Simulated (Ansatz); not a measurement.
**CoSi and the effect of the fixed moment of the cell**

```cif
data_structure
_symmetry_space_group_name_H-M 'P2_13'
_symmetry_Int_Tables_number 198
_cell_length_a 4.4380
_cell_length_b 4.4380
_cell_length_c 4.4380
_cell_angle_alpha 90.000
_cell_angle_beta 90.000
_cell_angle_gamma 90.000
_cell_volume 87.41
loop_
_atom_site_label
_atom_site_type_symbol
_atom_site_symmetry_multiplicity
_atom_site_Wyckoff_symbol
_atom_site_fract_x
_atom_site_fract_y
_atom_site_fract_z
_atom_site_occupancy
Co1 Co 4 a 0.86000 0.64000 0.36000 1
Si1 Si 4 a 0.15700 0.34300 0.65700 1
```

Kept alike: task single point; functional PBEsol; k mesh 5 × 5 × 5; occupations fermi-dirac, width 0.05 eV. Program: Ansatz, Ansatz PAW, cutoff 420 eV. The mesh is that of the run's cell of 8 atoms. No spin-orbit coupling.

| run | pressure (GPa) | largest site moment (μB) | free energy over the lowest row (meV/atom) |
| --- | --- | --- | --- |
| A | 27.57 | 2.00 | 1103.53 |
| B | -5.02 | 0.50 | 55.15 |
| C | 8.15 | 1.35 | 402.63 |
| D | -0.02 | 0.95 | 172.01 |
| E | 38.17 | 2.27 | 1595.14 |
| F | 17.56 | 1.69 | 708.69 |
| G | -7.17 | 0.00 | 0.00 |

Pressure is positive in compression, with a Pulay correction for the finite cutoff. The runs hold the magnetic state that their start led to, which needn't be the lowest. Site moments count inside each atom's sphere or projector. All rows use potentials made for PBE.

Problem. The runs differ in the fixed moment of the cell alone: 0; 2; 4; 6; 8; 10; 12 μB. Which run is which?

Solution. Run A is 10 μB; run B is 2 μB; run C is 6 μB; run D is 4 μB; run E is 12 μB; run F is 8 μB; run G is 0 μB. The pressure rises from -7.17 to 38.17 GPa between 0 and 12 μB. The largest site moment rises from 0.00 to 2.27 μB between 0 and 12 μB. The free energy rises from 0.00 to 1595.14 meV/atom between 0 and 12 μB.
